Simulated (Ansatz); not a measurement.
## Cs2NaC6N9 — ¹⁴N nuclear quadrupole resonance

Cell: a computed structure from the Materials Project (it need not be an observed phase), taken as it stands.

Space group P6_3/m (No. 176); a = 7.2400, c = 14.8498 Å, γ = 120.00°.

| site | Wyckoff | site symmetry | x | y | z |
| --- | --- | --- | --- | --- | --- |
| Cs | 4f | 3.. | 0.6667 | 0.3333 | 0.5695 |
| Na | 2b | -3.. | 0.0000 | 0.0000 | 0.5000 |
| C | 12i | 1 | 0.1977 | 0.3400 | 0.8276 |
| N19 | 12i | 1 | 0.6726 | 0.8069 | 0.9021 |
| N21 | 6h | m.. | 0.6440 | 0.9312 | 0.7500 |

One atom of each set is listed.

The numbers come from a DFT calculation in Ansatz (PBE, plane waves and PAW, scalar-relativistic, 420 eV cutoff, Γ-centred 5×5×2 k-points, Fermi–Dirac smearing 0.02 eV).

¹⁴N: I = 1, Q = 20.44 mb (year-2017 value). Static lattice, zero field.

Q: Predict the zero-field ¹⁴N lines of each site.

A: For I = 1 the lines are ν± = (3/4)|C_Q|(1 ± η/3) and ν₀ = |C_Q|η/2.

```json
{"site": "N19", "atoms": "12", "V_zz (10²¹ V/m²)": "-3.50", "C_Q (MHz)": "-1.73", "η": "0.79", "line frequencies (MHz)": "0.685, 0.954, 1.64"}
{"site": "N21", "atoms": "6", "V_zz (10²¹ V/m²)": "7.89", "C_Q (MHz)": "3.90", "η": "0.40", "line frequencies (MHz)": "0.771, 2.54, 3.31"}
```

At N21 V_zz runs parallel to the line that joins its two neighbours (within 1°).

The largest force is 0.3 eV/Å, so the atoms aren't at the calculated equilibrium and relaxing them would move these values.

The run took 46 s of wall time (46 s of CPU time) and 1.4 GiB at its peak, on 1 thread of Intel Xeon 6975P-C (Granite Rapids) (x86_64; 16 cores open to the job, memory cap 2.5 GiB, no GPU), a shared host with a load of 0.3 a core.
